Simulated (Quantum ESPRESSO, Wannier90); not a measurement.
## AgRhO₂ (R-3m): Wannier90 run

```
begin unit_cell_cart
ang
   -1.5592199437    2.7006481626    0.0000000000
   -3.1184398873    0.0000000000    0.0000000000
   -1.5592199437    0.9002160542    6.3331230000
end unit_cell_cart
begin atoms_frac
Ag   0.0000000000  0.0000000000  0.0000000000
Rh   0.5000000000  0.5000000000  0.5000000000
O    0.1130230000  0.1130230000 -0.3390690000
O   -0.1130230000 -0.1130230000  0.3390690000
end atoms_frac
```

Materials Project entry mp-1018033; symmetrised, unrelaxed at this level. Not found in the COD (Crystallography Open Database) copy used; not checked further. Computed values, not measurements, from PBEsol: Quantum ESPRESSO (norm-conserving PseudoDojo potentials, cutoff 71 Ry, spinors with spin-orbit coupling) on a Γ-centred 6×6×6 mesh, then Wannier90. Density: 12×12×12 mesh, Gaussian smearing 0.01 Ry.

A tight-binding model is made by disentanglement and projection with no localisation steps (num_iter = 0), so the 32 orbitals stay atom-like: hydrogen-like Ag: d; Rh: d; O: p, axes along x, y, z; frozen window up to 1.95 eV relative to the valence-band maximum. It follows pw.x to 46 meV rms for states up to 1.4 eV relative to the valence-band maximum. Matrix elements depend on this choice of orbitals and windows.

### Question
What are the on-site energies relative to the valence-band maximum, and how fast do the hoppings decay?

### Answer
| atom | orbitals | energy (eV) |
|---|---|---|
| Ag1 | dz2↑ dz2↓ dxz↑ dxz↓ dyz↑ dyz↓ | -3.60 |
| Ag1 | dx2-y2↑ dx2-y2↓ dxy↑ dxy↓ | -3.71 |
| Rh2 | dz2↑ dz2↓ | -1.55 |
| Rh2 | dxz↑ dxz↓ dyz↑ dyz↓ | -1.12 |
| Rh2 | dx2-y2↑ dx2-y2↓ dxy↑ dxy↓ | -1.43 |
| O3 | pz↑ pz↓ | -4.13 |
| O3 | px↑ px↓ py↑ py↓ | -3.60 |
| O4 | pz↑ pz↓ | -4.13 |
| O4 | px↑ px↓ py↑ py↓ | -3.60 |

```tsv
distance of the centres (Å)	largest modulus (eV)
1–2	1.2
2–3	1.5
3–4	0.40
4–5	0.11
5–6	0.082
6–7	0.045
7–8	0.046
```

Effective spin-orbit constants λ of λ L·S, from the same-site elements px↑–py↑ (λ/2) and dx2-y2↑–dxy↑ (λ), where they are among the larger elements: Ag1 d 0.22 eV.
